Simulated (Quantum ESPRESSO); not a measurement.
BaAlSiH is modelled in the trigonal space group P3m1 (No. 156), Pearson symbol hP4. Cell: a = b = 4.170 Å, c = 4.910 Å, α = β = 90.00°, γ = 120.00°. H on 1a is surrounded by 1 Al at 1.734 Å and 3 Ba at 2.470 Å (tetrahedral). Al on 1a sees 1 H at 1.734 Å and 3 Si at 2.433 Å and 3 Ba at 3.320 Å and 3 Ba at 3.561 Å. Si on 1c has 3 Al at 2.433 Å and 3 Ba at 3.310 Å and 3 Ba at 3.572 Å. Ba on 1b is coordinated by 3 H at 2.470 Å and 3 Si at 3.310 Å and 3 Si at 3.572 Å and 3 Al at 3.320 Å and 3 Al at 3.561 Å. (Neighbours: up to the widest gap in distance over summed covalent radii, below 1.35, at either atom; cation-cation contacts left out.)

The PBEsol cell relaxed from Materials Project entry mp-571093 was given an isotropic strain of -3 % on all lattice vectors, and the atoms were relaxed again.

### Question
What does PBEsol (Quantum ESPRESSO, PseudoDojo norm-conserving, 72 Ry, no spin-orbit coupling) give for the electronic structure near the Fermi level?

### Answer
The PBEsol gap is 0.64 eV; at least one edge lies off the plotted path, at a point of the SCF mesh. The smallest direct gap is 1.35 eV. 

The structure is a Materials Project entry; no match was found in the copy of COD used, and its stability was not checked.
